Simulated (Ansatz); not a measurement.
This cell of ScAl3 (Cu3Au type) is off equilibrium:

```xyz
4
Lattice="4.0858 0.0000 0.0000 0.0000 4.0858 0.0000 0.0000 0.0000 4.0858" Properties=species:S:1:pos:R:3 pbc="T T T"
Al     0.0000     2.0429     1.8996
Al     2.0429     2.0429     0.0000
Al     2.0429     0.0000     2.0429
Sc     0.0000     0.0000     0.0000
```

Level of theory: r2SCAN (plane waves to 500 eV, PAW, scalar-relativistic; Ansatz, a first-principles code). k mesh 9×9×9 (Γ-centred), Fermi-Dirac smearing 0.05 eV. The energy includes the smearing's −TS. Stress and pressure are positive under compression. With partly filled bands, energies and forces of such displacements shift with the k mesh and the smearing. ScAl3 is run without spin polarisation. ScAl3 was relaxed with its symmetry unable to fall.

Q: What forces act on the atoms (eV/Å, Cartesian)?

A: 
| atom | Fx | Fy | Fz |
|---|---|---|---|
| Al1 | 0.000 | 0.000 | 0.987 |
| Al2 | 0.000 | 0.000 | -0.274 |
| Al3 | 0.000 | 0.000 | -0.042 |
| Sc4 | 0.000 | 0.000 | -0.672 |

Q: What is the stress tensor (GPa)?

A: 
```
    0.3      0.0      0.0
    0.0      0.6      0.0
    0.0      0.0      0.5
```
The pressure, a third of the trace, is 0.4 GPa.

Q: In it atom 1 sits (0.000, 0.000, -0.143) Å away from its relaxed site. What is its energy relative to the relaxed cell?

A: 71 meV/cell.

(A displaced cell: forces are minus the slopes of the energy, force constants its curvatures, and phonons follow from these.)
